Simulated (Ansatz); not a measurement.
**Stress against strain in ScGa3**

```xyz
4
Lattice="4.0950 0.0000 0.0000 0.0000 4.0950 0.0000 0.0000 0.0000 4.0950" Properties=species:S:1:pos:R:3 pbc="T T T"
Sc    0.0000    0.0000    0.0000
Ga    0.0000    2.0475    2.0475
Ga    2.0475    0.0000    2.0475
Ga    2.0475    2.0475    0.0000
```

Atom numbers follow the list: Sc1, Ga2, Ga3, Ga4.

The geometry is COD entry 1523115, unchecked; take it as a test cell.

Method: Ansatz 0.2.0, DFT, LDA, all-electron LAPW, scalar-relativistic.

The runs use a Γ-centred 9×9×9 k mesh, Fermi–Dirac smearing of 0.05 eV, basis error target 1 meV/atom, no spin polarisation.

The strain is applied along the Cartesian axes of the cell as listed (the other components stay zero). Fractional coordinates are held (clamped ions).

σ is the change of stress from the unstrained cell, which is at -5.44 GPa; tension is positive, so slopes are stress–strain coefficients at that pressure. In a metal the k mesh adds noise.

Only quantities that a quadratic follows smoothly over the whole series are listed; rougher ones are left out.

```csv
εzz,σzz (GPa),σxx (GPa)
-0.0200,-2.97,-0.64
0.0000,0.00,0.00
0.0100,1.38,0.28
0.0200,2.64,0.55
```

(1) Fit the series and read off the stiffness at zero strain.

(2) One run, at εzz = -0.0100, is withheld. Predict its row.

Answers

(1) Least-squares fits y = p0 + p1 x + p2 x² to the rows give σzz (GPa): p1 = 140, p2 = -430; σxx (GPa): p1 = 29.7, p2 = -110. So C11 = 140 GPa and C12 = 30 GPa, which gives B = (C11 + 2 C12)/3 = 67 GPa.

(2) The fits give -1.44, -0.31; the run gave -1.47, -0.30.
